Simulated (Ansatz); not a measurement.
Structure: MgNb4O10 (P1) from a database structure, at its r2SCAN minimum. It is triclinic, P1 (No. 1); conventional cell a = 5.039 Å, b = 5.611 Å, c = 6.911 Å, α = 76.7°, β = 69.4°, γ = 90.0°, 11.82 Å³ an atom. Around Mg lie 5 O at 1.98–2.15 Å; around Nb lie 6 O at 1.83–2.33 Å; around Nb lie 6 O at 1.90–2.18 Å and 1 Nb at 2.74 Å; around Nb lie 6 O at 1.88–2.23 Å; around Nb lie 6 O at 1.95–2.15 Å and 1 Nb at 2.74 Å; around O lie 3 Nb at 1.90–2.33 Å; around O lie 3 Nb at 1.99–2.15 Å; around O lie 3 Nb at 1.95–2.25 Å (further sites aren't listed).

The questions ask for values computed with Ansatz 0.2.0 on this geometry. Calculated for a static, non-magnetic cell.

Given (6×6×4 mesh): r2SCAN gives an indirect gap of 0.56 eV, from k = (0.385, 1/8, -0.469) to k = (0.177, 0.135, -0.318); the least direct gap is 0.62 eV at k = (0.177, 0.135, -0.318).

Q: Estimate the gap with PBE+SOC on 6×6×4.

A: With PBE+SOC the valence top lies at k = (0.385, 1/8, -0.469) and the conduction bottom at k = (0.177, 0.135, -0.318), 0.34 eV higher; the smallest vertical gap, at k = (0.177, 0.135, -0.318), is 0.39 eV. The gap differs by -0.22 eV from r2SCAN's.

Q: What does PBE0 give for the gap (4×4×2 mesh)?

A: PBE0 gives an indirect gap of 1.98 eV, from k = (0.385, 1/8, -0.469) to k = (0.177, 0.135, -0.318); the least direct gap is 2.04 eV at k = (0.177, 0.135, -0.318). The gap differs by +1.42 eV from r2SCAN's.

Q: What do these levels agree on?

A: All these functionals give a gap of the same kind, indirect.

Only the levels marked +SOC include spin-orbit coupling.

Where an edge lies off the special points, it is a point of the mesh or the k point where a search put PBE's edge or least direct gap, reused for the other functionals, whose own edges may lie a little apart.

Coordinates of k points refer to the reciprocal vectors of the primitive cell of the runs.

The meshes of the hybrids are coarse, so their gaps aren't converged to the digits shown.

PBE's own run along the path (0.38 eV) came before the search for the edges and missed one, so it isn't listed.
